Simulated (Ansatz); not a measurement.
Given:

Li$_{4}$H$_{4}$Rh:
Space group I4/m (No. 87); a = b = 6.143 Å, c = 3.955 Å, α = β = γ = 90.00°

```tsv
atom	site	symmetry	x	y	z
Li	8h	m..	0.3877	0.2182	0.0000
H	8h	m..	0.0675	0.2673	0.0000
Rh	2a	4/m..	0.0000	0.0000	0.0000
```
(The calculation used a cell of 9 atoms; values per cell refer to that cell.)

This is the LDA-relaxed structure.

Q: All from LDA (plane waves, PAW; program Ansatz), unless another level is named. Predict the electronic character.

A: metallic (no gap).

Q: Next, the formation energy from the elements (no fitted shifts)?

A: -49 kJ/mol of atoms.

Q: What about the density of states at the Fermi level?

A: 0.14 states/eV per atom (mean over ±0.08 eV).

The workflow started from an entry of the Crystallography Open Database (COD). Whether it is the stable phase at ambient conditions was not checked. The cell was relaxed with LDA under the symmetry of its start; of distortions, only those at the zone centre were tested. No spin polarisation was allowed. The references are the lowest solids computed at this level, not always the standard phases (solids in place of the gases). Scalar-relativistic: spin–orbit coupling is off unless named, which matters more the heavier the elements.

Potentials: the later of the program's two PAW sets.
